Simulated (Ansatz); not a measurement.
A: Ru (hcp, Mg type), a = 2.7220 Å, b = 2.7220 Å, c = 4.2907 Å, α = 90.00°, β = 90.00°, γ = 120.00°
B: Te (trigonal-Te type, space group P3_121), a = 4.521 Å, b = 4.521 Å, c = 5.955 Å, α = 90.00°, β = 90.00°, γ = 120.00°
C: Al₂Cu (Al2Cu type, space group I4/mcm), a = b = 6.059 Å, c = 4.874 Å, α = β = γ = 90.00°
D: MoSi$_{2}$ (MoSi2 type, space group I4/mmm), a = b = 3.217 Å, c = 7.873 Å, α = β = γ = 90.00°

Scan: energy over volume and axial ratio (atoms clamped). All come from one method, each on a k mesh of its own. Al2Cu is run without spin polarisation. All were relaxed with their symmetry unable to fall. MoSi2 is run without spin polarisation. Ru is run without spin polarisation. Spin-orbit coupling is left out. The PAW data are Ansatz's earlier set.

Problem. Rank these by modulus against c/a change at fixed volume, (3/4V)·∂²E/∂(ln c/a)² (fitted) (lowest first), as PBE (plane waves to 420 eV, PAW, scalar-relativistic; Ansatz, a program for electronic structure) gives it.

Solution. B (14 GPa), C (60 GPa), D (190 GPa), A (223 GPa)

(Under strain, the slope of the energy per volume gives the stress and its curvature an elastic modulus.)
